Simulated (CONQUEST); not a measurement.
A self-consistent single point of Te2Mo (P6_3/mmc, 12 atoms in the cell; from Materials Project mp-602, changed as shown).

```
CELL_PARAMETERS angstrom
      3.49434     0.00000     0.00000
      0.00000     6.05237     0.00000
      0.00000     0.00000    14.35482
ATOMIC_POSITIONS crystal
  Te 0.00000 0.33333 0.62782
  Te 0.50000 0.16667 0.37218
  Te 0.50000 0.16667 0.12782
  Te 0.00000 0.33333 0.87218
  Te 0.50000 0.83333 0.62782
  Te 0.00000 0.66667 0.37218
  Te 0.00000 0.66667 0.12782
  Te 0.50000 0.83333 0.87218
  Mo 0.00000 0.33333 0.25000
  Mo 0.50000 0.16667 0.75000
  Mo 0.50000 0.83333 0.25000
  Mo 0.00000 0.66667 0.75000
```

Computed with LDA (PW92), numerical atomic orbitals double-zeta with polarisation (the shipped basis), PseudoDojo norm-conserving potentials made for LDA (CONQUEST).

CONQUEST settings:

- basis = DZP
- Diag.MPMeshX, Y, Z = 6 4 2
- potentials = PseudoDojo norm-conserving LDA
- Grid.GridCutoff = 140 Ha
- DM.SolutionMethod = diagon
- Diag.kT = 0.001837 Ha
- Diag.GammaCentred = true
- minE.SCTolerance = 1.0e-07
- SC.MaxIters = 100
- SC.LinearMixingFactor = 0.5
- AtomMove.TypeOfRun = static

Q: Estimate, at this level of theory: gap on the k-point mesh, pressure and largest force (vector length).

A: The run gave:

| Item | Result |
|---|---|
| Gap on the k-point mesh | 0.93 eV |
| Pressure | 4.14 GPa |
| Largest force (vector length) | 1.084 eV/Å |

Gaps are taken between levels on the mesh.

For comparison: a first run was changed to give this one (lattice scaled by 0.98), and from it to this one the free energy goes up by 7.1 meV/atom, the pressure goes from -2.31 to 4.14 GPa, the largest force goes from under 0.1 to 1.08 eV/Å and the gap on the mesh goes from 0.899 to 0.930 eV.

Spin-orbit coupling is left out, which matters for bands and gaps with elements this heavy. The program uses no crystal symmetry, so grid and mesh can part values that symmetry would make equal. The atom-centred basis is finite, which shifts total energies, pressures, gaps and forces against plane waves. Forces above 1 eV/Å remain at this geometry, of which the finite basis can carry a part. The structure comes from a collection of computed structures, made at another level of theory; the collection holds predicted forms beside known ones.

Cost on one core: roughly 5 core-minutes.
